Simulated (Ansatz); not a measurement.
**Piezoelectric tensor of MgCd3Te4**

All numbers below come from DFT PBE, scalar-relativistic, plane waves, PAW (Ansatz 0.2.0). Settings: 420 eV plane-wave cutoff, Γ-centred 6×6×2 mesh, fixed occupations. No spin polarisation.

The cell, relaxed at this level:
```xyz
8
Lattice="4.6668 0.0000 0.0000 0.0000 4.6668 0.0000 0.0000 0.0000 13.1446" Properties=species:S:1:pos:R:3 pbc="T T T"
Mg    0.0000    0.0000    6.5723
Cd    0.0000    0.0000    0.0000
Cd    2.3334    2.3334    3.3188
Cd    2.3334    2.3334    9.8258
Te    2.3334    0.0000    4.9854
Te    0.0000    2.3334    8.1591
Te    2.3334    0.0000   11.4854
Te    0.0000    2.3334    1.6591
```

It was reached by relaxing an invented guess, and it needn't be the stable form of this composition. Spin–orbit coupling is left out, which matters for heavy elements.

(1) Give the relaxed-ion proper piezoelectric stress tensor e_iJ (C/m², Voigt columns xx yy zz yz xz xy).

(2) With the elastic constants (GPa, Voigt order)
```
56.1 19.4 29.3  0.0  0.0  0.0
19.4 56.1 29.3  0.0  0.0  0.0
29.3 29.3 45.0  0.0  0.0  0.0
 0.0  0.0  0.0 18.1  0.0  0.0
 0.0  0.0  0.0  0.0 18.1  0.0
 0.0  0.0  0.0  0.0  0.0  8.2
```
find the strain coefficients d = e·C⁻¹ (pC/N).

Answers

(1)
```
x    0.000  0.000  0.000  0.000  0.013  0.000
y    0.000  0.000  0.000 -0.013  0.000  0.000
z   -0.003  0.003  0.000  0.000  0.000  0.000
```
Signs follow the orientation of the cell as given.

(2)
```
x    0.00  0.00  0.00  0.00  0.69  0.00
y    0.00  0.00  0.00 -0.69  0.00  0.00
z   -0.08  0.08  0.00  0.00  0.00  0.00
```
